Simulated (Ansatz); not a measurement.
Q: Each is relaxed and computed with r²SCAN in the plane-wave PAW code Ansatz. Which is the only metal?
A. HfC, CsCl type
B. HfPbO3, cubic perovskite
C. LiF, CsCl type
D. MgAl2C2, P-3m1 (Mg on 1a, Al on 2d, C on 2d)

A: A, HfC, CsCl type. HfC: metal; MgAl2C2: gap 2.12 eV (indirect); HfPbO3: gap 2.91 eV (direct); LiF: gap 8.91 eV (indirect). Constructed cells (a structure type filled with these elements, in neither database checked): HfC, CsCl type. Not the usual ambient phase: HfC, CsCl type; LiF, CsCl type. Standing as an ambient phase not checked: MgAl2C2, P-3m1 (Mg on 1a, Al on 2d, C on 2d); HfPbO3, cubic perovskite. Unstable at this level: HfC, CsCl type; LiF, CsCl type. All cells were relaxed under the symmetry of their starts (and spin orders); stability against distortions was not tested throughout. Rows with no word on spin ran without spin polarisation. Spin–orbit coupling is left out wherever it is not named.

Potentials: the later of the program's two PAW sets.
